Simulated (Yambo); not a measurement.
G0W0@PBEsol for LiHS (space group Pmc2_1, No. 26) in Yambo. Reference settings: 2×4×1 Γ-centred k mesh, bands 5 to 257 and a 7 Ry block in the screening, 257 bands in G with the Bruneval-Gonze terminator, plasmon pole fitted at 27.2 eV. The PBEsol gap Γ → Γ on this mesh is 3.37 eV; G0W0 gaps are taken between the same points.

The settings were changed. The gap went from 5.80 eV to 5.56 eV, and the shift of the valence edge from -1.49 eV to -0.98 eV.

Question: Name the change that produced these shifts.
(A) 162 bands in W, 162 bands in G
(B) 162 bands in G, no terminator
(C) 1 Ry block
(D) 1×2×1 mesh

Answer: C, 1 Ry block. The others gave (gap, valence shift): 1×2×1 mesh: 5.61, -1.33 eV; 162 bands in G, no terminator: 5.75, -1.27 eV; 162 bands in W, 162 bands in G: 5.79, -1.40 eV.

Geometry of the Materials Project entry, not relaxed at this level; primitive cell a = 6.1011 Å, b = 3.9234 Å, c = 7.8328 Å, α = 90.00°, β = 90.00°, γ = 90.00°.

A shift is the quasiparticle energy of the state minus its PBEsol energy.
